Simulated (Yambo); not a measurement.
RbCdF3 (cubic perovskite, space group Pm-3m, No. 221), G0W0@LDA (Yambo, plasmon pole, terminator in G, 4×4×4 mesh): gap R → Γ in eV by bands and screening block.

```
bands (W and G)  2 Ry  3 Ry  4 Ry  6 Ry  7 Ry
---------------  ----  ----  ----  ----  ----
41               8.11  7.63  7.57  7.47  7.45
57               7.64  7.10  7.04  6.94   ___
78               7.34  6.77  6.70  6.63  6.62
105               ___  6.59  6.53  6.45  6.44
132              7.14   ___  6.44  6.37  6.36
```

Problem. Estimate the withheld gaps from their neighbours; the computed values follow.

Solution. 
- 57, 7 Ry: 6.93
- 105, 2 Ry: 7.21
- 132, 3 Ry: 6.50

The largest settings aren't shown to be the converged limit.

Spin-orbit coupling is not included.

Geometry of the Materials Project entry, not relaxed at this level; primitive cell a = b = c = 4.425 Å, α = β = γ = 90.00°.

The structure is a Materials Project entry; no match was found in the copy of COD used, and its stability was not checked.
